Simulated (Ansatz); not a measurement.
Mg2Cu:
```
Mg2Cu
1.0
   -3.19506     3.19752     2.61151
    3.19506    -3.19752     2.61151
    3.19506     3.19752    -2.61151
Mg Cu
4 2
Cartesian
  1.07830   2.11776   2.61151
  2.11676   1.07976   0.00000
  1.07830   4.27728   0.00000
  2.11676  -1.07976   2.61151
  0.00000   0.00000   1.30576
  0.00000   0.00000   3.91727
```

Relaxed with r²SCAN.

Task: Give the Bader charges and basin volumes of the independent atoms, DFT-r²SCAN in the program Ansatz with PAW potentials.

Result: 

| atom | Bader charge (e) | Bader volume (Å³) |
|---|---|---|
| Mg1 | +1.29 | 9.3 |
| Cu5 | -2.57 | 34.8 |

Space group I4/mcm. The workflow started from a Materials Project entry (that database holds measured and hypothetical structures alike); the Crystallography Open Database copy checked does not list it. COD files the formula under space group No. 70. Its standing as an ambient phase is unchecked. Symmetry was held in the r²SCAN relaxation; whether a distortion lowers the energy is not shown. No spin polarisation was allowed.

Potentials: the later of the program's two PAW sets.
